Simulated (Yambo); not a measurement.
Yambo run on Rb$_{2}$ScAgCl$_{6}$ (space group Fm-3m, No. 225). The wavefunctions are PBEsol (Quantum ESPRESSO, PseudoDojo norm-conserving, 82 Ry, without SOC) ones on a 2×2×2 mesh (45 occupied bands); a = 7.4105 Å, b = 7.4105 Å, c = 7.4105 Å, α = 60.00°, β = 60.00°, γ = 60.00°.

Yambo input:

```
rim_cut
gw0
dyson
el_el_corr
HF_and_locXC
ppa
em1d
RandQpts= 1000000
RandGvec= 1 Ry
EXXRLvcs= 82 Ry
VXCRLvcs= 328 Ry
Chimod= "HARTREE"
% BndsRnXp
 6 | 122 |
%
NGsBlkXp= 6 Ry
% LongDrXp
 1.0 | 1.0 | 1.0 |
%
PPAPntXp= 27.2114 eV
% GbndRnge
 1 | 122 |
%
GTermKind= "BG"
DysSolver= "n"
ExtendOut
% QPkrange
 2 | 2 | 45 | 46 |
 3 | 3 | 46 | 46 |
%
```

k points by index: 2 = L, 3 = X.

Table of the .qp output:

```
#    K-point    Band    Eo [eV]    E [eV]    E-Eo [eV]    Vxc [eV]    Vnlxc [eV]    Sc|Eo [eV]    Sc|E [eV]    dSc/dw|Eo [eV]    Re(Z)    Im(Z)
#
    2    45    0.000000    -1.167501    -1.167501    -20.24871    -25.33178    3.611693    3.915568    -7.081519    0.793496    -0.001473
    2    46    3.240853    5.172011    1.931158    -16.31460    -8.870343    -4.934021    -5.513096    -8.157881    0.769342    -0.002675
    3    46    3.237457    5.171356    1.933899    -15.15341    -9.073148    -3.683432    -4.146361    -6.513067    0.806870    -0.001708
```
(The two width columns are left out.) Convergence of these settings isn't established.

Geometry of the Materials Project entry, not relaxed at this level.

The structure is a Materials Project entry; no match was found in the copy of COD used, and its stability was not checked.
